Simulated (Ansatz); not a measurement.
C:
```yaml
crystal:
  lattice:
    - [2.45877, 0.00000, 0.00000]
    - [-1.22939, 2.12936, 0.00000]
    - [0.00000, 0.00000, 7.31556]
  atoms:
    - { symbol: C, position: [0.00000, 0.00000, 0.25000] }
    - { symbol: C, position: [0.00000, 0.00000, 0.75000] }
    - { symbol: C, position: [0.33333, 0.66667, 0.25000] }
    - { symbol: C, position: [0.66667, 0.33333, 0.75000] }
```

Relaxed with PBEsol. Special points in fractions of this cell's reciprocal vectors: Γ (0.000, 0.000, 0.000); M (0.500, 0.000, 0.000); K (0.333, 0.333, 0.000); A (0.000, 0.000, 0.500); L (0.500, 0.000, 0.500); H (0.333, 0.333, 0.500).

Q: List the band energies nearest the Fermi level at these points for PBEsol in the plane-wave PAW code Ansatz.

A: In eV from the Fermi level; about four levels below and three above (degenerate sets whole), none deeper than 8.9 eV; … stands for higher levels left out; points with the same levels are listed once.

```csv
k,below,above
Γ,-3.03 -3.03 -3.02 -3.02,3.44 8.33 8.33
M,-6.46 -6.44 -2.65 -2.22,1.45 1.94 7.31
K,-0.42 -0.04 -0.04,0.39 10.64 10.64
A,-3.02 -3.02 -3.02 -3.02,5.48 5.48 …
L,-6.45 -6.45 -2.41 -2.41,1.60 1.60 7.41 7.41
H,-0.04 -0.04 -0.03 -0.03,10.03 10.03 …
```

Space group P6_3/mmc (graphite). The PBEsol relaxation kept the symmetry of its start. A crystal of weakly bound layers computed without a dispersion correction: the cell and the soft elastic constants depend strongly on that. The Fermi level of a semimetal is unsure by some 0.05 eV on such meshes.

Potentials: the later of the program's two PAW sets.
